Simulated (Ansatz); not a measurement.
In the program Ansatz at the r²SCAN level (PAW), Y₃Si₅ in the hexagonal phase (P-62m; Y on 3f, Si on 2d, Si on 3g) relaxes to a = 6.641 Å, c = 4.165 Å. Against the elements it lies at -69 kJ/mol of atoms, with no fitted shifts.

Electronic character: metallic (no gap). Gap from r²SCAN with spin–orbit coupling: none (metallic).

The bulk modulus is 77.1 GPa. Bader charges are Y +1.58, Si -1.11 to -0.85 e.

The start of the workflow was typed in or built on a structure type; neither database checked (COD, Materials Project) lists it. Whether it is the stable phase at ambient conditions was not checked. The cell was relaxed with r²SCAN under the symmetry of its start; whether a distortion lowers the energy is not shown. No spin polarisation was allowed. The references are the lowest solids computed at this level, not always the standard phases. Spin–orbit coupling is left out wherever it is not named.

Potentials: the earlier of the program's two PAW sets.
